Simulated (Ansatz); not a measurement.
W: random displacements

Theory: DFT r2SCAN, scalar-relativistic, plane waves, PAW (Ansatz 0.2.0). Cutoff 500 eV, Γ-centred 10×10×10 k-points, Gaussian smearing of 0.15 eV. Spin–orbit coupling is left out, which can shift energies with elements as heavy as these. No spin polarisation. Energies are free energies at this smearing, counted from the undisturbed cell; pressure is positive in compression.

Reference structure (as given, not relaxed at this level; this fcc form isn't the usual structure):

```
W
1.0
     4.06000   -4.06000    0.00000
     4.06000    0.00000    4.06000
     0.00000   -4.06000    4.06000
W
8
Direct
  0.50000 0.00000 0.00000
  0.50000 0.00000 0.50000
  0.50000 0.50000 0.00000
  0.50000 0.50000 0.50000
  0.00000 0.00000 0.00000
  0.00000 0.00000 0.50000
  0.00000 0.50000 0.00000
  0.00000 0.50000 0.50000
```

The atoms are displaced (Å, in the unstrained cell):

```tsv
atom	ux	uy	uz
W1	0.054	-0.094	0.086
W2	-0.167	-0.219	-0.029
W3	-0.260	0.170	-0.130
W4	0.026	-0.143	0.151
W5	0.458	-0.005	-0.695
W6	-0.151	0.070	0.268
W7	-0.474	0.201	-0.125
W8	0.514	0.020	0.473
```

Strain (Voigt, engineering shear): (0.0296, -0.0008, -0.0662, -0.0306, 0.0290, -0.0375).

**Question.** What are the energy change, the stress and the forces?

**Answer.** ΔE = 1290.5 meV/atom; stress (xx, yy, zz, yz, xz, xy; compression positive) (45.40, 39.20, 57.29, 5.44, -11.92, 3.31) GPa.
```tsv
atom	Fx (eV/Å)	Fy	Fz
W1	-3.61	-0.66	-0.01
W2	16.39	2.58	-10.13
W3	-0.92	-6.19	-0.13
W4	-0.35	4.07	-0.93
W5	-14.95	2.50	17.15
W6	5.20	0.08	0.80
W7	2.10	-1.31	1.08
W8	-3.85	-1.07	-7.82
```

Cost: 1 run of about 7.1 core-minutes, on Intel Xeon 6975P-C (Granite Rapids) (shared hosts).